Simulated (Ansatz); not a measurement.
Ba₂RuN₂ (I4/mmm) from a database structure, relaxed with r2SCAN, was run in the plane-wave code Ansatz under altered settings. All numbers are computed, without spin polarisation but where a row says otherwise.

```
Ba Ru N
1.0
    -2.08369    2.08369    6.53783
     2.08369   -2.08369    6.53783
     2.08369    2.08369   -6.53783
Ba Ru N
2 1 2
Direct
  0.13872 0.13872 0.00000
  0.86128 0.86128 0.00000
  0.50000 0.50000 0.00000
  0.63828 0.63828 0.00000
  0.36172 0.36172 0.00000
```

The base run's other keys:
```yaml
kpoints:
  mp_grid: { grid: [4, 4, 4] }
hamiltonian:
  xc: hse06
scf:
  occupations: { method: fermi_dirac, width: 0.02 }
  n_extra_bands: 5
```

It takes 23 iterations with 2177 plane waves at 420 eV and 13 k points, and leaves a mean stress of -0.65 GPa. The gap over this mesh is 0.314 eV. It ran on 4 threads of Arm Neoverse V1, on a shared host.

Outcomes, with energy and stress as changes against the base:
```
                              setting    outcome  ΔF (meV/atom)  Δ mean stress (GPa)  gap on the mesh (eV)  iterations  wall time
PBE hybrid, exx coeff 0.2, unscreened  converged              –                 +0.4                 0.682          47       50 s
      kpoints.mp_grid.grid: [5, 5, 5]  converged           -9.4                 -0.2                 1.286          22       65 s
```
A dash marks a value that wasn't obtained or can't be compared. Stress is positive in compression. The base took 36 s.

- PBE hybrid, exx coeff 0.2, unscreened. That is 20 % exact exchange, at all ranges, against HSE06's 25 % screened at 0.208 1/Å. The mean stress moves by +0.4 GPa and the gap on the mesh by +0.368 eV (to 0.682). Totals of different functionals aren't comparable.
- kpoints.mp_grid.grid: [5, 5, 5]. The free energy moves by -9.4 meV an atom, the mean stress by -0.2 GPa and the gap on the mesh by +0.972 eV (to 1.286). The gap changes mostly because other points are sampled; a mesh that misses a band edge overestimates it. The difference shows how far the base mesh is converged.

The runs are scalar-relativistic, without spin-orbit coupling.

The stress of a hybrid is loosely converged in these runs.
